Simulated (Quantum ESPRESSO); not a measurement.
# Si6NGa: input and log of a self-consistent run

A calculation, not a measurement. The program is pw.x of Quantum ESPRESSO 7.5 (plane-wave density functional theory). The cell is made up: 8 atoms on a zincblende/diamond lattice, with randomly drawn elements, strain and displacements, not relaxed. PseudoDojo standard norm-conserving files (v0.5 for PBE, v0.4.1 for LDA and PBEsol) set the functional; there is no spin polarisation, spin-orbit coupling or dispersion term, and the masses in the input are unused placeholders.

Input:

```
&control calculation='scf', pseudo_dir='./dojo.nc.sr.pbe.v0_5.standard.upf', outdir='./o', disk_io='medium', tprnfor=.true., tstress=.true. /
&system ibrav=0, nat=8, ntyp=3, nbnd=31, ecutwfc=84.00895049, nosym=.true., tot_charge=0,
 occupations='smearing', smearing='fd', degauss=0.0073498644
/
&electrons conv_thr=7.350e-09, electron_maxstep=60, /
ATOMIC_SPECIES
Ga 1.0 Ga.upf
N 1.0 N.upf
Si 1.0 Si.upf
CELL_PARAMETERS angstrom
5.2546 -0.0026 0.0207
-0.0026 5.4499 -0.0728
0.0211 -0.0742 5.2478
ATOMIC_POSITIONS angstrom
Si -0.0178 -0.0128 -0.0339
Si 0.0551 2.7336 2.627
N 2.6833 -0.0114 2.6137
Si 2.6484 2.6754 0.0416
Si 1.317 1.3434 1.2381
Ga 1.2775 4.0369 3.8776
Si 3.9641 1.3177 3.9274
Si 3.8978 4.0385 1.2625
K_POINTS automatic
6 6 6 1 1 1
```

The log is shortened where brackets say so; the opening notice, blank lines, dates and the lines on written files are dropped, and the path of the files is cut. It prints rydbergs, bohrs and kilobars, and counts compression as positive stress.

```
     Program PWSCF v.7.5
     Parallel version (MPI & OpenMP), running on       1 processor cores
     Number of MPI processes:                 1
     Threads/MPI process:                     1
     [start-up lines left out]
     bravais-lattice index     =            0
     lattice parameter (alat)  =       9.9298  a.u.
     unit-cell volume          =    1013.9419 (a.u.)^3
     number of atoms/cell      =            8
     number of atomic types    =            3
     number of electrons       =        42.00
     number of Kohn-Sham states=           31
     kinetic-energy cutoff     =      84.0090  Ry
     charge density cutoff     =     336.0358  Ry
     scf convergence threshold =      7.3E-09
     mixing beta               =       0.7000
     number of iterations used =            8  plain     mixing
     Exchange-correlation= PBE
                           (   1   4   3   4   0   0   0)
     [axes and pseudopotential details left out]
   Cartesian axes
     site n.     atom                  positions (alat units)
         1        Si     tau(   1) = (  -0.0033875  -0.0024359  -0.0064514  )
         2        Si     tau(   2) = (   0.0104860   0.5202258   0.4999390  )
         3        N      tau(   3) = (   0.5106533  -0.0021695   0.4974079  )
         4        Si     tau(   4) = (   0.5040116   0.5091499   0.0079168  )
         5        Si     tau(   5) = (   0.2506356   0.2556597   0.2356203  )
         6        Ga     tau(   6) = (   0.2431184   0.7682541   0.7379381  )
         7        Si     tau(   7) = (   0.7543997   0.2507688   0.7474154  )
         8        Si     tau(   8) = (   0.7417823   0.7685586   0.2402638  )
     number of k points=   108  Fermi-Dirac smearing, width (Ry)=  0.0073
     Number of k-points >= 100: set verbosity='high' to print them.
     Dense  grid:   105407 G-vectors     FFT dimensions: (  60,  64,  60)
     Estimated max dynamical RAM per process >     128.88 MB
     Initial potential from superposition of free atoms
     starting charge      41.9936, renormalised to      42.0000
     Starting wfcs are   37 randomized atomic wfcs
     total cpu time spent up to now is       25.9 secs
     per-process dynamical memory:    82.1 Mb
     Self-consistent Calculation
     iteration #  1     ecut=    84.01 Ry     beta= 0.70
     Davidson diagonalization with overlap
     ethr =  1.00E-02,  avg # of iterations =  4.5
     total cpu time spent up to now is       97.2 secs
     total energy              =    -224.03122475 Ry
     estimated scf accuracy    <       0.53500985 Ry
     iteration #  2     ecut=    84.01 Ry     beta= 0.70
     Davidson diagonalization with overlap
     ethr =  1.27E-03,  avg # of iterations =  4.2
     total cpu time spent up to now is      161.0 secs
     total energy              =    -223.85545190 Ry
     estimated scf accuracy    <       2.27495516 Ry
     iteration #  3     ecut=    84.01 Ry     beta= 0.70
     Davidson diagonalization with overlap
     ethr =  1.27E-03,  avg # of iterations =  2.9
     total cpu time spent up to now is      221.4 secs
     total energy              =    -224.23154644 Ry
     estimated scf accuracy    <       0.09019299 Ry
     iteration #  4     ecut=    84.01 Ry     beta= 0.70
     Davidson diagonalization with overlap
     ethr =  2.15E-04,  avg # of iterations =  2.7
     total cpu time spent up to now is      278.9 secs
     total energy              =    -224.24647687 Ry
     estimated scf accuracy    <       0.00529274 Ry
     iteration #  5     ecut=    84.01 Ry     beta= 0.70
     Davidson diagonalization with overlap
     c_bands:  1 eigenvalues not converged
     c_bands:  1 eigenvalues not converged
     ethr =  1.26E-05,  avg # of iterations =  9.8
     total cpu time spent up to now is      370.8 secs
     total energy              =    -224.24740021 Ry
     estimated scf accuracy    <       0.00070794 Ry
     iteration #  6     ecut=    84.01 Ry     beta= 0.70
     Davidson diagonalization with overlap
     ethr =  1.69E-06,  avg # of iterations =  4.0
     total cpu time spent up to now is      442.9 secs
     total energy              =    -224.24756570 Ry
     estimated scf accuracy    <       0.00010271 Ry
     iteration #  7     ecut=    84.01 Ry     beta= 0.70
     Davidson diagonalization with overlap
     ethr =  2.45E-07,  avg # of iterations =  2.0
     total cpu time spent up to now is      495.5 secs
     total energy              =    -224.24758718 Ry
     estimated scf accuracy    <       0.00000562 Ry
     iteration #  8     ecut=    84.01 Ry     beta= 0.70
     Davidson diagonalization with overlap
     ethr =  1.34E-08,  avg # of iterations =  2.7
     total cpu time spent up to now is      555.4 secs
     total energy              =    -224.24758908 Ry
     estimated scf accuracy    <       0.00000109 Ry
     iteration #  9     ecut=    84.01 Ry     beta= 0.70
     Davidson diagonalization with overlap
     ethr =  2.58E-09,  avg # of iterations =  2.0
     total cpu time spent up to now is      623.1 secs
     total energy              =    -224.24758932 Ry
     estimated scf accuracy    <       0.00000014 Ry
     iteration # 10     ecut=    84.01 Ry     beta= 0.70
     Davidson diagonalization with overlap
     ethr =  3.32E-10,  avg # of iterations =  2.1
     total cpu time spent up to now is      688.9 secs
     total energy              =    -224.24758935 Ry
     estimated scf accuracy    <          9.3E-09 Ry
     iteration # 11     ecut=    84.01 Ry     beta= 0.70
     Davidson diagonalization with overlap
     ethr =  2.22E-11,  avg # of iterations =  3.4
     total cpu time spent up to now is      762.1 secs
     End of self-consistent calculation
     Number of k-points >= 100: set verbosity='high' to print the bands.
     the Fermi energy is     6.3260 ev
!    total energy              =    -224.24758935 Ry
     estimated scf accuracy    <          1.5E-09 Ry
     smearing contrib. (-TS)   =      -0.00339389 Ry
     internal energy E=F+TS    =    -224.24419546 Ry
     The total energy is F=E-TS. E is the sum of the following terms:
     one-electron contribution =     -95.32215557 Ry
     hartree contribution      =      72.49571939 Ry
     xc contribution           =     -66.24594814 Ry
     ewald contribution        =    -135.17181113 Ry
     convergence has been achieved in  11 iterations
     Forces acting on atoms (cartesian axes, Ry/au):
     atom    1 type  3   force =    -0.03364637    0.01546951    0.03045453
     atom    2 type  3   force =    -0.05039596   -0.05314701   -0.05972382
     atom    3 type  2   force =     0.01342969    0.00434962   -0.01141587
     atom    4 type  3   force =    -0.02898334    0.00840082   -0.04543948
     atom    5 type  3   force =     0.02577071   -0.04921829    0.07692835
     atom    6 type  1   force =     0.11112932    0.04176261   -0.00430861
     atom    7 type  3   force =    -0.03511310   -0.05486196   -0.06525003
     atom    8 type  3   force =    -0.00219096    0.08724470    0.07875493
     Total force =     0.244890     Total SCF correction =     0.000114
     Computing stress (Cartesian axis) and pressure
          total   stress  (Ry/bohr**3)                   (kbar)     P=       11.47
   0.00012389   0.00014997  -0.00003310           18.22       22.06       -4.87
   0.00014997  -0.00003536   0.00027710           22.06       -5.20       40.76
  -0.00003310   0.00027710   0.00014542           -4.87       40.76       21.39
     init_run     :     21.99s CPU     25.75s WALL (       1 calls)
     electrons    :    688.57s CPU    736.26s WALL (       1 calls)
     forces       :     11.68s CPU     11.77s WALL (       1 calls)
     stress       :     45.61s CPU     45.76s WALL (       1 calls)
     [timing details left out]
     PWSCF        :  12m48.26s CPU  13m42.19s WALL
     JOB DONE.
```

In other units: free energy -3051.044 eV for the cell, pressure 1.15 GPa, largest force component 2.857 eV/Å. A rerun of the same cell at another strain at 1437 eV and a 8 x 8 x 8 mesh moved values by no more than 0.008 eV in energy, 0.03 GPa in stress and 0.012 eV/Å in force.